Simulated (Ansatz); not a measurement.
HfSiO4 (I4_1/amd) from a database structure, relaxed with r2SCAN in Ansatz 0.2.0. Space group I4_1/amd (No. 141), tetragonal; a = 6.582 Å, c = 5.972 Å in the conventional setting, 10.78 Å³ an atom. Hf is surrounded by 8 O at 2.12–2.26 Å; Si is surrounded by 4 O at 1.62 Å; O is surrounded by 1 Si at 1.62 Å and 2 Hf at 2.12–2.26 Å.

The axes x, y and z are those of this cell:
```yaml
crystal:
  lattice:
    - [-3.29082, 3.29082, 2.98577]
    - [3.29082, -3.29082, 2.98577]
    - [3.29082, 3.29082, -2.98577]
  atoms:
    - { symbol: Hf, position: [0.00000, 0.00000, 0.00000] }
    - { symbol: Hf, position: [0.75000, 0.25000, 0.50000] }
    - { symbol: Si, position: [0.25000, 0.75000, 0.50000] }
    - { symbol: Si, position: [0.50000, 0.50000, 0.00000] }
    - { symbol: O, position: [0.13525, 0.31988, 0.81537] }
    - { symbol: O, position: [0.06988, 0.75451, 0.68463] }
    - { symbol: O, position: [0.06988, 0.38525, 0.31537] }
    - { symbol: O, position: [0.50451, 0.31988, 0.18463] }
    - { symbol: O, position: [0.68012, 0.49549, 0.81537] }
    - { symbol: O, position: [0.61475, 0.93012, 0.68463] }
    - { symbol: O, position: [0.24549, 0.93012, 0.31537] }
    - { symbol: O, position: [0.68012, 0.86475, 0.18463] }
```

Unstrained: PBE gives an indirect gap of 5.428 eV, from Γ to k = (0.188, 0.302, 1/4); the least direct gap is 5.794 eV at Γ–P (0.67 of the way from Γ). The lowest empty level at X lies only 21 meV higher, so the place of the conduction bottom isn't settled. The r2SCAN gap is indirect, 5.997 eV (Γ to k = (0.188, 0.302, 1/4)), below the direct gap of 6.367 eV at Γ–P (0.67 of the way from Γ). The lowest empty level at X lies only 26 meV higher, so the place of the conduction bottom isn't settled. The HSE06 gap is indirect, 7.244 eV (Γ–Z (0.11 of the way from Γ) to k = (0.188, 0.302, 1/4)), below the direct gap of 7.647 eV at Γ–P (0.67 of the way from Γ). The lowest empty level at X lies only 23 meV higher, so the place of the conduction bottom isn't settled. Meshes: PBE 6×6×6, r2SCAN 6×6×6, HSE06 4×4×4. Strains are changes of length per length. After each strain the atoms were relaxed again with r2SCAN in this cell and within any symmetry left, so distortions that break it or need a larger cell weren't tested; points keep the names that they have in the unstrained zone. Calculated for a static, non-magnetic cell.

Q: Estimate what epitaxial -3.0 % in the xy plane, free normal strain +2.17 % does to the gap.

A: PBE: the gap goes from 5.428 to 5.595 eV (+0.167 eV); the edges go from Γ → (0.188, 0.302, 1/4) to Γ → Γ–X (0.84). r2SCAN: the gap goes from 5.997 to 6.195 eV (+0.198 eV); the edges go from Γ → (0.188, 0.302, 1/4) to Γ → Γ–X (0.84). HSE06: the gap goes from 7.244 to 7.402 eV (+0.158 eV); the edges go from Γ–Z (0.11) → (0.188, 0.302, 1/4) to Γ → Γ–X (0.84). The r2SCAN energy rises by 27.8 meV an atom.

Q: For epitaxial -1.0 % in the xy plane, how far does the free direction move, and what happens to the gap?

A: The normal strain at zero normal stress is +0.66 %, 0.66 of the in-plane strain with the sign turned. PBE: the gap goes from 5.428 to 5.506 eV (+0.078 eV); the edges go from Γ → (0.188, 0.302, 1/4) to Γ → Γ–X (0.92). r2SCAN: the gap goes from 5.997 to 6.089 eV (+0.092 eV); the edges go from Γ → (0.188, 0.302, 1/4) to Γ → Γ–X (0.92). HSE06: the gap goes from 7.244 to 7.320 eV (+0.076 eV); the edges go from Γ–Z (0.11) → (0.188, 0.302, 1/4) to Γ → Γ–X (0.92).

Q: For epitaxial +3.0 % in the xy plane, how far does the free direction move, and what happens to the gap?

A: The normal strain at zero normal stress is -1.65 %, 0.55 of the in-plane strain with the sign turned. PBE: the gap goes from 5.428 to 5.162 eV (-0.266 eV); the edges go from Γ → (0.188, 0.302, 1/4) to Γ–Z (0.30) → (0.198, 0.208, 0.198). r2SCAN: the gap goes from 5.997 to 5.707 eV (-0.290 eV); the edges go from Γ → (0.188, 0.302, 1/4) to Γ–Z (0.30) → (0.198, 0.208, 0.198). HSE06: the gap goes from 7.244 to 6.973 eV (-0.271 eV); the edges go from Γ–Z (0.11) → (0.188, 0.302, 1/4) to Γ–Z (0.30) → (0.198, 0.208, 0.198).

Q: Apply epitaxial -2.0 % in the xy plane, free normal strain +1.38 %. How far does the gap move, against the unstrained cell?

A: PBE: the gap goes from 5.428 to 5.555 eV (+0.127 eV); the edges go from Γ → (0.188, 0.302, 1/4) to Γ → Γ–X (0.89). r2SCAN: the gap goes from 5.997 to 6.147 eV (+0.150 eV); the edges go from Γ → (0.188, 0.302, 1/4) to Γ → Γ–X (0.89). HSE06: the gap goes from 7.244 to 7.366 eV (+0.122 eV); the edges go from Γ–Z (0.11) → (0.188, 0.302, 1/4) to Γ → Γ–X (0.89). The r2SCAN energy rises by 12.0 meV an atom.

Q: For epitaxial +2.0 % in the xy plane, how far does the free direction move, and what happens to the gap?

A: The normal strain at zero normal stress is -1.14 %, 0.57 of the in-plane strain with the sign turned. PBE: the gap goes from 5.428 to 5.252 eV (-0.176 eV); the edges go from Γ → (0.188, 0.302, 1/4) to Γ–Z (0.25) → (0.219, 0.219, 0.198). r2SCAN: the gap goes from 5.997 to 5.806 eV (-0.191 eV); the edges go from Γ → (0.188, 0.302, 1/4) to Γ–Z (0.25) → (0.219, 0.219, 0.198). HSE06: the gap goes from 7.244 to 7.065 eV (-0.179 eV); the edges go from Γ–Z (0.11) → (0.188, 0.302, 1/4) to Γ–Z (0.25) → (0.219, 0.219, 0.198).

Q: For epitaxial +1.0 % in the xy plane, how far does the free direction move, and what happens to the gap?

A: The normal strain at zero normal stress is -0.59 %, 0.59 of the in-plane strain with the sign turned. PBE: the gap goes from 5.428 to 5.342 eV (-0.086 eV); the edges go from Γ → (0.188, 0.302, 1/4) to Γ–Z (0.18) → (0.188, 1/3, 0.240). r2SCAN: the gap goes from 5.997 to 5.903 eV (-0.093 eV); the edges go from Γ → (0.188, 0.302, 1/4) to Γ–Z (0.18) → (0.188, 1/3, 0.240). HSE06: the gap goes from 7.244 to 7.157 eV (-0.087 eV); the edges go from Γ–Z (0.11) → (0.188, 0.302, 1/4) to Γ–Z (0.18) → (0.188, 1/3, 0.240).

The runs are scalar-relativistic, without spin-orbit coupling.

Where an edge lies off the special points, it is a point of the mesh or the k point where a search put PBE's edge or least direct gap, reused for the other functionals, whose own edges may lie a little apart.

Coordinates of k points refer to the reciprocal vectors of the primitive cell of the runs.

The meshes of the hybrids are coarse, so their gaps aren't converged to the digits shown.
